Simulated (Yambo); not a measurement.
Yambo run on CsLiMoO4 (space group F-43m, No. 216). The wavefunctions come from this Quantum ESPRESSO step (LDA, PseudoDojo standard norm-conserving files, scalar-relativistic):

```
&CONTROL
  calculation = 'nscf'
  pseudo_dir = './pseudo'
  outdir = './out'
/
&SYSTEM
  ibrav = 0
  nat = 7
  ntyp = 4
  ecutwfc = 84.0
  ecutrho = 336.0
  occupations = 'fixed'
  force_symmorphic = .true.
  nbnd = 213
/
&ELECTRONS
  conv_thr = 7.000000000000001e-09
  diago_full_acc = .true.
  diago_thr_init = 1e-08
/
ATOMIC_SPECIES
Li 6.9400 Li.upf
O 15.9990 O.upf
Mo 95.9500 Mo.upf
Cs 132.9055 Cs.upf
CELL_PARAMETERS angstrom
  0.000000000000   4.196030000000   4.196030000000
  4.196030000000   0.000000000000   4.196030000000
  4.196030000000   4.196030000000   0.000000000000
ATOMIC_POSITIONS crystal
Li   0.500000000000   0.500000000000   0.500000000000
O   0.628790000000   0.628790000000   0.113630000000
O   0.628790000000   0.628790000000   0.628790000000
O   0.113630000000   0.628790000000   0.628790000000
O   0.628790000000   0.113630000000   0.628790000000
Mo   0.750000000000   0.750000000000   0.750000000000
Cs   0.250000000000   0.250000000000   0.250000000000
K_POINTS automatic
2 2 2 0 0 0
```

Yambo input:

```
rim_cut
gw0
dyson
el_el_corr
HF_and_locXC
ppa
em1d
RandQpts= 1000000
RandGvec= 1 Ry
EXXRLvcs= 84 Ry
VXCRLvcs= 336 Ry
Chimod= "HARTREE"
% BndsRnXp
 3 | 212 |
%
NGsBlkXp= 7 Ry
% LongDrXp
 1.0 | 1.0 | 1.0 |
%
PPAPntXp= 27.2114 eV
% GbndRnge
 1 | 212 |
%
GTermKind= "BG"
DysSolver= "n"
ExtendOut
% QPkrange
 1 | 1 | 25 | 26 |
 2 | 2 | 25 | 26 |
 3 | 3 | 25 | 26 |
%
```

k points by index: 1 = Γ, 2 = L, 3 = X.

The o-*.qp file then holds:

```
#    K-point    Band    Eo [eV]    E [eV]    E-Eo [eV]    Vxc [eV]    Vnlxc [eV]    Sc|Eo [eV]    Sc|E [eV]    dSc/dw|Eo [eV]    Re(Z)    Im(Z)
#
    1    25    -0.005103    -1.064253    -1.059150    -19.17927    -24.26492    3.728047    4.026498    -7.666720    0.780183    -0.001431
    1    26    4.487573    5.443403    0.955830    -6.986696    -3.007943    -2.893055    -3.022923    -3.696836    0.880392    -0.838083E-3
    2    25    0.000000    -1.055324    -1.055324    -19.19576    -24.28403    3.735462    4.032941    -7.669456    0.780121    -0.001430
    2    26    4.810282    6.867082    2.056800    -19.23352    -13.79568    -2.907581    -3.381040    -6.263560    0.812886    -0.001172
    3    25    -0.357759    -1.467979    -1.110221    -18.60959    -23.73353    3.703703    4.013727    -7.597676    0.781730    -0.001456
    3    26    4.432875    6.360232    1.927357    -17.50973    -12.16528    -3.006105    -3.417091    -5.802226    0.824246    -0.001097
```
(The two width columns are left out.) Convergence of these settings isn't established.

Spin-orbit coupling is not included.

Geometry of the Materials Project entry, not relaxed at this level.

The structure is a Materials Project entry; no match was found in the copy of COD used, and its stability was not checked.
